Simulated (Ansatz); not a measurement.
FeO (rock salt, space group No. 225) under volume change, PBEsol (plane waves, PAW; program Ansatz), scaled uniformly.

```csv
V (Å³/atom),E − E(relaxed) (meV/atom),P (GPa)
8.705,57.0,21.42
8.992,24.8,14.28
9.279,5.9,6.81
9.566,0.0,-0.02
9.853,(withheld),(withheld)
10.140,(withheld),(withheld)
10.427,43.3,-14.82
```

Problem. Fill in the missing entries.

Solution. 
- 10.140, E − E(relaxed) (meV/atom): 20.3
- 10.140, P (GPa): -10.71
- 9.853, E − E(relaxed) (meV/atom): 5.4
- 9.853, P (GPa): -5.81

Problem. What does a third-order Birch–Murnaghan fit give for V₀, B₀ and B′?

Solution. V₀ = 9.58 Å³/atom, B₀ = 200 GPa, B′ = 2.8.

Space group Fm-3m (rock salt). The cell was relaxed with PBEsol under the symmetry of its start. Magnetic state: ferromagnetic, chosen from 3 collinear starts compared on coarse meshes (ties went to the first, and starts can fall back to one state), not a proven ground state. Textbook magnetic order: antiferromagnetic. No Hubbard U is applied.

Potentials: the later of the program's two PAW sets.
